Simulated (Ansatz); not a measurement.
**Calculated Ru-101 nuclear quadrupole resonance for Ca3Ru2N4**

Cell: a Materials Project structure (computed, not necessarily an observed phase), atoms as given.

Space group C2/c (No. 15); a = 10.9813, b = 8.6038, c = 5.3628 Å, β = 90.77°.

| site | Wyckoff | site symmetry | x | y | z |
| --- | --- | --- | --- | --- | --- |
| Ca1 | 8f | 1 | 0.6155 | 0.3597 | 0.0413 |
| Ca5 | 4e | 2 | 0.5000 | 0.0993 | 0.7500 |
| Ru | 8f | 1 | 0.2884 | 0.8820 | 0.5876 |
| N11 | 8f | 1 | 0.6123 | 0.3245 | 0.5237 |
| N15 | 8f | 1 | 0.3442 | 0.9211 | 0.9309 |

One atom of each set is listed; the run and its k-mesh use a cell of 18 atoms with edges of 6.98, 6.98, 5.36 Å.

Computed with Ansatz: DFT, PBE, plane waves and PAW, scalar-relativistic, collinear spin, 420 eV cutoff, Γ-centred 5×5×6 k-points, Fermi–Dirac smearing 0.05 eV. Start moments as typed (μB): 1 on each Ru, none on the rest.

Ru-101: I = 5/2, Q = 457.0 mb (year-2017 value). Static lattice, zero field.

Task: At which frequencies do the Ru-101 NQR lines lie?

Result: For I = 5/2 and η = 0 the lines are 3|C_Q|/20 and twice that; η pulls their ratio below 2. At large η the states mix, and weaker lines appear at sums of the main ones; lines under 5 % of the strongest are left out.

```json
{"site": "Ru", "atoms": "4", "V_zz (10²¹ V/m²)": "2.97", "C_Q (MHz)": "32.8", "η": "0.95", "line frequencies (MHz)": "8.41, 8.73, 17.1"}
```

Task: And for ⁹⁹Ru (I = 5/2, Q = 79.00 mb) on Ru?

Result: C_Q scales with Q to 5.67 MHz, with lines at 1.45, 1.51, 2.96 MHz.

With no gap above 0.1 eV, as in a metal, the gradients converge slowly in k; expect changes of a tenth or more on a denser mesh. Without spin–orbit coupling (the program notes it for Ru) the gradients can shift somewhat, as the gap is small. With these PAW files V_zz is typically within 2 to 3 % of all-electron values, but misses above 10 % occur on Ru. Semilocal functionals make gaps too small and can close them, so the real compound need not be a metal. The start moments die out, and the run ends without spin.
